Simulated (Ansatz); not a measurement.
Input:

TiB:
```xyz
8
Lattice="6.0602 0.0000 0.0000 0.0000 3.0327 0.0000 0.0000 0.0000 4.5250" Properties=species:S:1:pos:R:3 pbc="T T T"
Ti     4.1048     0.7582     1.7107
Ti     1.9554     2.2745     2.8143
Ti     4.9855     2.2745     3.9732
Ti     1.0747     0.7582     0.5518
B      3.2133     0.7582     4.0714
B      2.8469     2.2745     0.4536
B      5.8770     2.2745     1.8089
B      0.1832     0.7582     2.7161
```

This is the PBEsol-relaxed structure. x, y and z are the axes in which the lattice vectors are written.

Question: All from plane-wave PAW PBEsol (Ansatz code), unless another level is named. Give the Debye temperature from the elastic constants.

Answer: 977 K.

Question: And the elastic constants (relaxed ions, GPa)?

Answer: C11 = 435, C22 = 540, C33 = 443, C12 = 95.2, C13 = 118, C23 = 63.0, C44 = 204, C55 = 187, C66 = 233.

Question: Give the highest zone-centre frequency.

Answer: 784 cm⁻¹.

Space group Pnma. The workflow started from a Materials Project entry (that database holds measured and hypothetical structures alike); the Crystallography Open Database files this formula in space group No. 62, but the cells were not matched. Its standing as an ambient phase is unchecked. The cell was relaxed with PBEsol under the symmetry of its start; its stability against distortions is not shown here. The run is not spin-polarised. As this level gives no gap, shear constants depend on the k-mesh and smearing (Fermi–Dirac, 0.1 eV here). As this level gives no gap, phonon frequencies hold no LO–TO term and depend on the k-mesh and smearing (Fermi–Dirac, 0.1 eV here).

Potentials: the later of the program's two PAW sets.
